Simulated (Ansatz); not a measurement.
An elastic tensor (GPa, Voigt order, standard axes) from DFT-r²SCAN in the program Ansatz with PAW potentials:

```
      1     2     3     4     5     6
-  ----  ----  ----  ----  ----  ----
1   255  74.2  95.9   0.0   0.0   0.0
2  74.2   255  95.9   0.0   0.0   0.0
3  95.9  95.9   238   0.0   0.0   0.0
4   0.0   0.0   0.0  92.9   0.0   0.0
5   0.0   0.0   0.0   0.0  92.9   0.0
6   0.0   0.0   0.0   0.0   0.0  90.5
```

**Question.** Which compound is it?
A) CaO, P6_3/mmc (Ca on 2d, O on 2c)
B) AlRu2C, P6_3/mmc (Al on 2d, Ru on 4f, C on 2a)
C) Zr2InN, P6_3/mmc (Zr on 4f, In on 2d, N on 2a)
D) Sc2InC, P6_3/mmc (Sc on 4f, In on 2d, C on 2a)

**Answer.** C, Zr2InN, P6_3/mmc (Zr on 4f, In on 2d, N on 2a)

The first step of the workflow began from a Materials Project structure, measured or hypothetical; the Crystallography Open Database copy checked does not list it. Its standing as an ambient phase is unchecked. The cell was relaxed with r²SCAN under the symmetry of its start; its stability against distortions is not shown here. The run is not spin-polarised. As this level gives no gap, shear constants depend on the k-mesh and smearing (Fermi–Dirac, 0.1 eV here).

Potentials: the later of the program's two PAW sets.
